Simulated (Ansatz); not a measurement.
KCl (rock salt, Fm-3m), a = b = c = 6.382 Å, α = β = γ = 90.00°; the cell used has 2 atoms.

Relaxed with PBE.

Question: Decompose the optical modes at the zone centre into irreducible representations, and say which are infrared and Raman allowed.

Answer: Point group m-3m: Γ_opt = T1u. Infrared: T1u. Raman: none.

Question: Assign frequencies (DFPT, plane-wave PAW PBE (Ansatz code); without the LO–TO term).

Answer: T1u 125 cm⁻¹.

The cell was relaxed with PBE under the symmetry of its start; phonons on a q-mesh show no instability.

Potentials: the later of the program's two PAW sets.
